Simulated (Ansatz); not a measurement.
**Quadrupolar parameters in LiH₄IO₂**

The cell is a COD entry, ions relaxed with PBE at fixed cell.

Space group P-1 (No. 2); a = 5.4540, b = 6.8420, c = 6.9700 Å, α = 61.90°, β = 80.72°, γ = 67.02°.

| site | Wyckoff | site symmetry | x | y | z |
| --- | --- | --- | --- | --- | --- |
| Li | 2i | 1 | 0.2961 | 0.4074 | 0.4840 |
| H3 | 2i | 1 | 0.9426 | 0.7448 | 0.1555 |
| H5 | 2i | 1 | 0.0202 | 0.8497 | 0.2827 |
| H7 | 2i | 1 | 0.5898 | 0.6037 | 0.1579 |
| H9 | 2i | 1 | 0.7728 | 0.3470 | 0.3009 |
| I | 2i | 1 | 0.2486 | 0.1320 | 0.2200 |
| O13 | 2i | 1 | 0.9870 | 0.7091 | 0.3032 |
| O15 | 2i | 1 | 0.6134 | 0.4771 | 0.3088 |

One atom of each set is listed.

Level of theory: DFT, r2SCAN, plane waves and PAW, scalar-relativistic, 500 eV cutoff, Γ-centred 5×4×4 k-points, Fermi–Dirac smearing 0.02 eV (Ansatz 0.2.0).

C_Q = eQV_zz/h, which is 24.18 MHz for Q = 1 b and V_zz = 10²¹ V/m²; η = (V_xx − V_yy)/V_zz. ν_Q = 3|C_Q|/[2I(2I − 1)].

⁷Li: I = 3/2, Q = -40.10 mb; H-2: I = 1, Q = 2.858 mb; 127I: I = 5/2, Q = -688.2 mb; O-17: I = 5/2, Q = -25.58 mb. Nuclear quadrupole moments: year-2017 set (Pyykkö).

Problem. Which values are expected at the nuclei?

Solution. 

```json
{"site": "Li", "atoms": "2", "first shell": "4 O at 2.03–2.14 Å; also 1 I at 3.29 Å", "C_Q (MHz)": "0.136", "η": "0.59", "ν_Q (MHz)": "0.068"}
{"site": "H3", "atoms": "2", "first shell": "1 O at 0.99 Å", "C_Q (MHz)": "0.236", "η": "0.13", "ν_Q (MHz)": "0.355"}
{"site": "H5", "atoms": "2", "first shell": "1 O at 0.99 Å", "C_Q (MHz)": "0.233", "η": "0.13", "ν_Q (MHz)": "0.350"}
{"site": "H7", "atoms": "2", "first shell": "1 O at 0.99 Å", "C_Q (MHz)": "0.244", "η": "0.11", "ν_Q (MHz)": "0.366"}
{"site": "H9", "atoms": "2", "first shell": "1 O at 0.99 Å", "C_Q (MHz)": "0.234", "η": "0.13", "ν_Q (MHz)": "0.351"}
{"site": "I", "atoms": "2", "first shell": "4 H at 2.53–2.64 Å; also 2 Li at 3.29–3.37 Å", "C_Q (MHz)": "80.2", "η": "0.96", "ν_Q (MHz)": "12.0"}
{"site": "O13", "atoms": "2", "first shell": "2 H at 0.99 Å, 2 Li at 2.05–2.08 Å", "C_Q (MHz)": "8.84", "η": "0.76", "ν_Q (MHz)": "1.33"}
{"site": "O15", "atoms": "2", "first shell": "2 H at 0.99 Å, 2 Li at 2.03–2.14 Å", "C_Q (MHz)": "8.87", "η": "0.76", "ν_Q (MHz)": "1.33"}
```

At H3, H5, H7 and H9 V_zz points along its bond to O (within 2°) in each case.

The largest force is 0.5 eV/Å, so the atoms aren't at the calculated equilibrium and relaxing them would move these values. Without spin–orbit coupling the gradients at and beside I can be off by some per cent, at some sites by more. With these PAW files V_zz is typically within 2 to 3 % of all-electron values, but misses above 10 % occur on I, Li. The lattice is static: at room temperature water may turn and average the couplings of its hydrogen. The entry's hydrogen positions were far off; the other atoms hardly move on relaxation. Where η is near 1 the sign of V_zz means little.

The run took 95 s of wall time (95 s of CPU time) and 1.1 GiB at its peak, on 1 thread of Arm Neoverse V1 (aarch64; 8 cores open to the job, memory cap 3.0 GiB, no GPU), a shared host with a load of 0.7 a core.
